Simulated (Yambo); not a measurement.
G0W0@LDA for BaTiO3 (space group P4mm, No. 99) in Yambo. Reference settings: 4×4×4 Γ-centred k mesh, bands 2 to 127 and a 8 Ry block in the screening, 127 bands in G with the Bruneval-Gonze terminator, plasmon pole fitted at 27.2 eV. The LDA gap A → Γ on this mesh is 1.77 eV; G0W0 gaps are taken between the same points.

The settings were changed. The gap went from 3.39 eV to 3.60 eV, and the shift of the valence edge from -0.32 eV to -0.03 eV.

Q: Which change was made?
(A) 36 bands in W, 36 bands in G, 2 Ry block
(B) 36 bands in W, 36 bands in G, 3 Ry block
(C) 36 bands in W, 36 bands in G, 5 Ry block
(D) 2×2×2 mesh

A: C, 36 bands in W, 36 bands in G, 5 Ry block. The others gave (gap, valence shift): 2×2×2 mesh: 3.38, -0.21 eV; 36 bands in W, 36 bands in G, 2 Ry block: 4.34, -0.38 eV; 36 bands in W, 36 bands in G, 3 Ry block: 3.99, -0.22 eV.

Geometry of the Materials Project entry, not relaxed at this level; primitive cell a = 3.9904 Å, b = 3.9904 Å, c = 4.1027 Å, α = 90.00°, β = 90.00°, γ = 90.00°.

A shift is the quasiparticle energy of the state minus its LDA energy.
